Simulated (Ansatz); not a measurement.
LiBr:
```yaml
crystal:
  lattice:
    - [0.00000, 2.75546, 2.75546]
    - [2.75546, 0.00000, 2.75546]
    - [2.75546, 2.75546, 0.00000]
  atoms:
    - { symbol: Li, position: [0.00000, 0.00000, 0.00000] }
    - { symbol: Br, position: [0.50000, 0.50000, 0.50000] }
```

Relaxed with PBE. Special points in fractions of this cell's reciprocal vectors: Γ (0.000, 0.000, 0.000); X (0.500, 0.000, 0.500); U (0.625, 0.250, 0.625); K (0.375, 0.375, 0.750); L (0.500, 0.500, 0.500); W (0.500, 0.250, 0.750).

List the band energies nearest the valence-band maximum at these points for PBE (plane waves, PAW; program Ansatz).

In eV from the valence-band maximum; about four levels below and three above (degenerate sets whole), none deeper than 8.9 eV; points with the same levels are listed once.

```json
[
 {"k": "Γ", "below": "-0.01 -0.01 -0.01", "above": "4.91 10.50 10.50 10.50"},
 {"k": "X", "below": "-2.86 -1.13 -1.13", "above": "6.23 7.12 11.57"},
 {"k": "U", "below": "-2.47 -1.83 -0.85", "above": "6.63 8.71 10.27"},
 {"k": "L", "below": "-2.86 -0.26 -0.26", "above": "5.62 8.10 8.10"},
 {"k": "W", "below": "-2.12 -2.12 -1.13", "above": "7.99 8.56 9.43 9.43"}
]
```

Space group Fm-3m (rock salt). The PBE relaxation kept the symmetry of its start. Spin–orbit coupling is left out wherever it is not named.

Potentials: the later of the program's two PAW sets.
